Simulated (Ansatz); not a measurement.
Relaxed TiAl (CuAu type, space group P4/mmm):

```yaml
crystal:
  lattice:
    - [5.62584, 0.00000, 0.00000]
    - [0.00000, 2.81292, 0.00000]
    - [0.00000, 0.00000, 4.05841]
  atoms:
    - { symbol: Al, position: [0.25000, 0.50000, 0.50000] }
    - { symbol: Al, position: [0.75000, 0.50000, 0.50000] }
    - { symbol: Ti, position: [0.00000, 0.00000, 0.00000] }
    - { symbol: Ti, position: [0.50000, 0.00000, 0.00000] }
```

These are r2SCAN (plane waves to 500 eV, PAW, scalar-relativistic; Ansatz, a first-principles code) values and carry that method's errors. k mesh 7×13×9 (Γ-centred), Fermi-Dirac smearing 0.05 eV. With partly filled bands, energies and forces of such displacements shift with the k mesh and the smearing. TiAl is run without spin polarisation. TiAl was relaxed with its symmetry unable to fall.

One atom of the cell was then moved (with its periodic images), all else fixed, and the forces (eV/Å) came out as:

```csv
atom,Fx,Fy,Fz
Al1,0.172,0.010,0.000
Al2,-0.564,-0.403,0.000
Ti3,0.210,0.222,0.000
Ti4,0.182,0.172,0.000
```

Q: Which atom was moved, and by which vector (Å)?

A: Al2, by (0.08, 0.08, 0.00), 0.11 Å in all.

(For displaced atoms, the force is minus the slope of the energy, and its curvature is a force constant, which sets phonon frequencies.)
